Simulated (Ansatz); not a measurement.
Starting cell, LiH (rock salt):

```
CELL_PARAMETERS angstrom
      0.00000     4.00712     4.00712
      2.00356     2.00356     4.00712
      2.00356     2.00356     0.00000
ATOMIC_POSITIONS crystal
  H  0.00000 0.00000 0.00000
  H  0.50000 0.00000 0.00000
  Li 0.00000 0.50000 0.50000
  Li 0.50000 0.50000 0.50000
```

A phonon eigenvector at X = (0.5, 0.5, 0.0) is frozen into this cell: atom i moves by Q times the vector below, so Q is the largest atomic displacement, in Å. The cell is held. (q is in reciprocal vectors of the primitive cell; the cell shown is doubled to hold the pattern.)

```json
[
 {"atom": "H1", "x": "0.000", "y": "0.000", "z": "1.000"},
 {"atom": "H2", "x": "0.000", "y": "0.000", "z": "-1.000"},
 {"atom": "Li3", "x": "0.000", "y": "0.000", "z": "0.024"},
 {"atom": "Li4", "x": "0.000", "y": "0.000", "z": "-0.024"}
]
```

Level of theory: PBE (plane waves to 420 eV, PAW, scalar-relativistic; Ansatz, an electronic-structure program). k mesh 14×14×14 (Γ-centred), Fermi-Dirac smearing 0.05 eV. The energy includes the smearing's −TS. Stress and pressure are positive under compression. LiH was relaxed with its symmetry unable to fall. The zero of ΔE is the undisplaced structure.

| Q (Å) | ΔE (meV/cell) | −dE/dQ from forces (eV/Å) | P (GPa) |
|---|---|---|---|
| -0.180 | 130.7 | 1.473 | 0.47 |
| -0.150 | [?] | 1.217 | 0.32 |
| -0.120 | [?] | 0.966 | 0.20 |
| -0.090 | [?] | 0.721 | 0.11 |
| -0.060 | 14.3 | 0.479 | 0.05 |
| -0.030 | 3.6 | 0.239 | 0.01 |
| 0.000 | 0.0 | 0.000 | 0.00 |
| 0.030 | 3.6 | -0.239 | 0.01 |
| 0.060 | 14.3 | -0.479 | 0.05 |
| 0.090 | [?] | -0.721 | 0.11 |
| 0.120 | [?] | -0.966 | 0.20 |
| 0.150 | [?] | -1.217 | 0.32 |
| 0.180 | 130.7 | -1.473 | 0.47 |

Problem. What belongs in the gaps?

Solution. 
- -0.150, ΔE (meV/cell): 90.3
- -0.120, ΔE (meV/cell): 57.6
- -0.090, ΔE (meV/cell): 32.3
- 0.090, ΔE (meV/cell): 32.3
- 0.120, ΔE (meV/cell): 57.6
- 0.150, ΔE (meV/cell): 90.3

(A displaced cell: forces are minus the slopes of the energy, force constants its curvatures, and phonons follow from these.)
